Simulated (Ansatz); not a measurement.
ZnCu (CsCl type, Pm-3m) at seven volumes, r²SCAN in the plane-wave PAW code Ansatz, scaled uniformly. One row is withheld.

| V (Å³/atom) | P (GPa) |
|---|---|
| 11.312 | 16.07 |
| 11.684 | ? |
| 12.057 | 4.44 |
| 12.430 | 0.00 |
| 12.803 | -3.71 |
| 13.176 | -6.82 |
| 13.549 | -9.40 |

Problem. Fit the shown pressures and predict the withheld one.

Solution. P = (3/2)B₀(x^(7/2) − x^(5/2))[1 + (3/4)(B′ − 4)(x − 1)] with x = (V₀/V)^(2/3). Least squares on the six rows gives V₀ = 12.430 Å³/atom, B₀ = 135 GPa, B′ = 4.95. At V = 11.684, x = 1.0421 and P = 9.74 GPa. The run itself gave 9.74 GPa.

Symmetry was held in the r²SCAN relaxation; of distortions, only those at the zone centre were tested. The run is not spin-polarised.

Potentials: the later of the program's two PAW sets.
